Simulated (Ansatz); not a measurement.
Relaxation of a relaxed Al2Cu cell stretched uniformly to 115 % of its volume; 6 atoms in the cell, which starts as I4/mcm (No. 140), tI12; a = 6.2931 Å, b = 6.2931 Å, c = 5.0190 Å, α = 90.00°, β = 90.00°, γ = 90.00°. The numbers are results of r2SCAN (plane waves to 500 eV, PAW, scalar-relativistic; Ansatz, a quantum-chemistry and plane-wave program), not measurements. Γ-centred k-mesh 8×8×8 on the run's cell (coarser than for final values), Fermi–Dirac smearing 0.05 eV. This is the first round of the run. 

The optimiser's lines from the output (shortened; P is positive under compression):

```
relax step   1: F+E_penalty+E_count = -15424.56862603 eV  Δ(F+E_penalty+E_count) = +0.000e0 eV  max|allowed force component| = 3.599e-2 eV/Å  Δτ_max = 0.0000 Å  P = -11.598 GPa  Ω = 99.384 Å³  (12 SCF iters, dr2 threshold 1.00e-7 eV, accepted)
relax step   2: F+E_penalty+E_count = -15425.07426650 eV  Δ(F+E_penalty+E_count) = -5.056e-1 eV  max|allowed force component| = 2.680e-1 eV/Å  Δτ_max = 0.0411 Å  P = +0.260 GPa  Ω = 86.215 Å³  (9 SCF iters, dr2 threshold 6.00e-7 eV, accepted)
relax step   3: F+E_penalty+E_count = -15425.10350764 eV  Δ(F+E_penalty+E_count) = -2.924e-2 eV  max|allowed force component| = 3.561e-2 eV/Å  Δτ_max = 0.0395 Å  P = +0.002 GPa  Ω = 86.456 Å³  (8 SCF iters, dr2 threshold 6.00e-7 eV, accepted)
relax step   4: F+E_penalty+E_count = -15425.10677161 eV  Δ(F+E_penalty+E_count) = -3.264e-3 eV  max|allowed force component| = 1.497e-3 eV/Å  Δτ_max = 0.0026 Å  P = -0.108 GPa  Ω = 86.507 Å³  (6 SCF iters, dr2 threshold 6.00e-7 eV, accepted)
relax step   5: F+E_penalty+E_count = -15425.10681268 eV  Δ(F+E_penalty+E_count) = -4.106e-5 eV  max|allowed force component| = 2.526e-4 eV/Å  Δτ_max = 0.0003 Å  P = -0.011 GPa  Ω = 86.433 Å³  (6 SCF iters, dr2 threshold 3.95e-8 eV, accepted)
relax step   6: F+E_penalty+E_count = -15425.10563911 eV  Δ(F+E_penalty+E_count) = +1.174e-3 eV  max|allowed force component| = 2.744e-4 eV/Å  Δτ_max = 0.0000 Å  P = -0.022 GPa  Ω = 86.433 Å³  stress off target by 2.16e-2 GPa  SCF on the basis re-selected at this cell (its energy is not comparable with the rows above)  (8 SCF iters)
relax step   7: F+E_penalty+E_count = -15425.10564255 eV  Δ(F+E_penalty+E_count) = -3.443e-6 eV  max|allowed force component| = 5.800e-5 eV/Å  Δτ_max = 0.0001 Å  P = -0.000 GPa  Ω = 86.417 Å³  (6 SCF iters, dr2 threshold 1.17e-9 eV, accepted)
relax step   8: F+E_penalty+E_count = -15425.10563941 eV  Δ(F+E_penalty+E_count) = +3.136e-6 eV  max|allowed force component| = 5.706e-5 eV/Å  Δτ_max = 0.0000 Å  P = -0.000 GPa  Ω = 86.417 Å³  stress off target by 2.57e-3 GPa  SCF on the basis re-selected at this cell (its energy is not comparable with the rows above)  (6 SCF iters)
```

From the first to the last row the energy changes by -0.09 eV/atom and the volume by -13.0 %. The last row is marked as not comparable with the walk above it, whose basis was carried along; it does compare with step 1, since both stand on a basis selected at the nominal cutoff for their own cell.

Later rounds, restarted from the end of this one on a renewed k-mesh, logged 8 more steps and released under 0.01 eV/atom more. The final structure after all rounds: I4/mcm (No. 140), tI12, AFLOW prototype A2B_tI12_140_h_a (C16, as in Al2Cu); a = b = 6.007 Å, c = 4.791 Å, α = β = γ = 90.00°. Between re-selections the logged energies stand on a plane-wave basis carried along with the cell. No spin polarisation in the result.

The run could not lose the symmetry of its start.
